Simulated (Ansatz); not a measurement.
PtSe$_{2}$:
```cif
data_PtSe2
_chemical_formula_sum 'Pt1 Se2'
_space_group_name_H-M_alt 'P-3m1'
_space_group_IT_number 164
_space_group_name_Hall '-P 3 2"'
_cell_length_a 3.74339
_cell_length_b 3.74339
_cell_length_c 4.75498
_cell_angle_alpha 90.000
_cell_angle_beta 90.000
_cell_angle_gamma 120.000
loop_
_atom_site_label
_atom_site_type_symbol
_atom_site_symmetry_multiplicity
_atom_site_Wyckoff_symbol
_atom_site_fract_x
_atom_site_fract_y
_atom_site_fract_z
_atom_site_occupancy
Pt1 Pt 1 a 0.00000 0.00000 0.00000 1
Se1 Se 2 d 0.33333 0.66667 0.26458 1
```

Relaxed at zero pressure with LDA (plane waves, PAW; program Ansatz).

Question: The volume is raised by 3 % and shape and atoms relax at that volume. What pressure results, and how do the axes share the change?

Answer: -1.6 GPa; a 0.2 %, b 0.2 %, c 2.6 %; the energy rises by 3 meV/atom.

Question: Give the new structure.

Answer: 
Space group P-3m1 (No. 164); a = 3.751 Å, b = 3.751 Å, c = 4.877 Å, α = 90.00°, β = 90.00°, γ = 120.00°

```csv
atom,site,symmetry,x,y,z
Pt,1a,-3m.,0.0000,0.0000,0.0000
Se,2d,3m.,0.3333,0.6667,0.2586
```

The phase is kept; no other phase was compared at this pressure.

The LDA relaxation kept the symmetry of its start; of distortions, only those at the zone centre were tested. The run is not spin-polarised. The volume moved by -16 % from the start of the relaxation. A crystal of weakly bound layers computed without a dispersion correction: the cell and the soft elastic constants depend strongly on that. Spin–orbit coupling is left out wherever it is not named.

Potentials: the later of the program's two PAW sets.
